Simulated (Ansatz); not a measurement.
Al2O3:
```cif
data_Al4O6
_chemical_formula_sum 'Al4 O6'
_space_group_name_H-M_alt 'P 1'
_space_group_IT_number 1
_cell_length_a 5.13962
_cell_length_b 5.13962
_cell_length_c 5.13962
_cell_angle_alpha 55.345
_cell_angle_beta 55.345
_cell_angle_gamma 55.345
loop_
_space_group_symop_operation_xyz
  'x, y, z'
loop_
_atom_site_label
_atom_site_type_symbol
_atom_site_fract_x
_atom_site_fract_y
_atom_site_fract_z
_atom_site_occupancy
Al1 Al 0.35207 0.35207 0.35207 1
Al2 Al 0.14793 0.14793 0.14793 1
Al3 Al 0.64793 0.64793 0.64793 1
Al4 Al 0.85207 0.85207 0.85207 1
O1 O 0.55586 0.94414 0.25000 1
O2 O 0.25000 0.55586 0.94414 1
O3 O 0.94414 0.25000 0.55586 1
O4 O 0.44414 0.05586 0.75000 1
O5 O 0.75000 0.44414 0.05586 1
O6 O 0.05586 0.75000 0.44414 1
```

Relaxed with PBEsol. PBEsol in the plane-wave PAW code Ansatz gives a gap of 6.03 eV.

Q: What gap does HSE06 give on the same cell (Ansatz, PAW)?

A: 7.99 eV, 1.96 eV more. The hybrid was solved on a coarser mesh and at special points; its gap is the smallest among all of these.

```json
[
 {"k": "Γ", "v1 PBEsol": "0.00", "c1 PBEsol": "6.03", "v1 HSE06": "0.00", "c1 HSE06": "7.99"},
 {"k": "T", "v1 PBEsol": "-0.37", "c1 PBEsol": "8.47", "v1 HSE06": "[?]", "c1 HSE06": "[?]"},
 {"k": "L", "v1 PBEsol": "-0.27", "c1 PBEsol": "9.26", "v1 HSE06": "[?]", "c1 HSE06": "[?]"},
 {"k": "F", "v1 PBEsol": "-0.25", "c1 PBEsol": "9.42", "v1 HSE06": "[?]", "c1 HSE06": "[?]"},
 {"k": "S0", "v1 PBEsol": "-0.28", "c1 PBEsol": "9.34", "v1 HSE06": "[?]", "c1 HSE06": "[?]"},
 {"k": "H0", "v1 PBEsol": "-0.50", "c1 PBEsol": "9.52", "v1 HSE06": "-0.58", "c1 HSE06": "11.63"}
]
```

Q: Top valence (v1) and lowest conduction level (c1) in eV from each method's valence maximum (which need not be a listed point): supply the withheld HSE06 values.

A: 
- S0, v1 HSE06: -0.34
- S0, c1 HSE06: 11.45
- L, v1 HSE06: -0.32
- L, c1 HSE06: 11.36
- T, v1 HSE06: -0.42
- T, c1 HSE06: 10.54
- F, v1 HSE06: -0.31
- F, c1 HSE06: 11.46

Cost on shared cores: the PBEsol run (SCF on a 7×7×7 mesh, then bands and DOS) very roughly 40 core-seconds, the HSE06 run (SCF on 4×4×4, then a few points) very roughly 2.6 core-minutes; the tasks are unlike.

Space group R-3c (corundum). The cell was relaxed with PBEsol under the symmetry of its start.

Potentials: the later of the program's two PAW sets.
